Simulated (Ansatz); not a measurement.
ZnS:
```
ZnS
1.0
    3.56492     0.00000     0.00000
   -1.78246     3.08731     0.00000
    0.00000     0.00000     5.81647
Zn S
2 2
Direct
  0.00000   0.00000   0.00000
  0.00000   0.00000   0.50000
  0.33333   0.66667   0.25000
  0.66667   0.33333   0.75000
```

Relaxed with PBEsol.

Give the optical modes at the zone centre with their infrared activity from DFPT, the program Ansatz at the PBEsol level (PAW).

Transverse frequencies, without the LO–TO term; a row sums one degenerate level.

| ω (cm⁻¹) | degeneracy | IR ((D/Å)²/amu) | activity | symmetry |
|---|---|---|---|---|
| 60 | 2 | 0.00 | IR-inactive | E2u |
| 76 | 1 | 20.92 | IR | A2u |
| 153 | 2 | 36.23 | IR | E1u |
| 191 | 2 | 0.00 | IR-inactive | E2g |
| 215 | 1 | 0.00 | IR-inactive | B2u |
| 292 | 1 | 0.00 | IR-inactive | B1g |

How high does the top mode go among those that the LO–TO term moves?

284 cm⁻¹ for q along x, 284 cm⁻¹ for q along y, 257 cm⁻¹ for q along z.

Space group P6_3/mmc (NiAs type). The start of the workflow was typed in or built on a structure type; neither database checked (COD, Materials Project) lists it. It is not the phase usual at ambient conditions (space group No. 186, 216). Symmetry was held in the PBEsol relaxation; phonons show weakly imaginary modes.

Potentials: the earlier of the program's two PAW sets. The files were generated under PBE; for other functionals the program regenerates the frozen cores, and for LDA and PBEsol the local potential too.
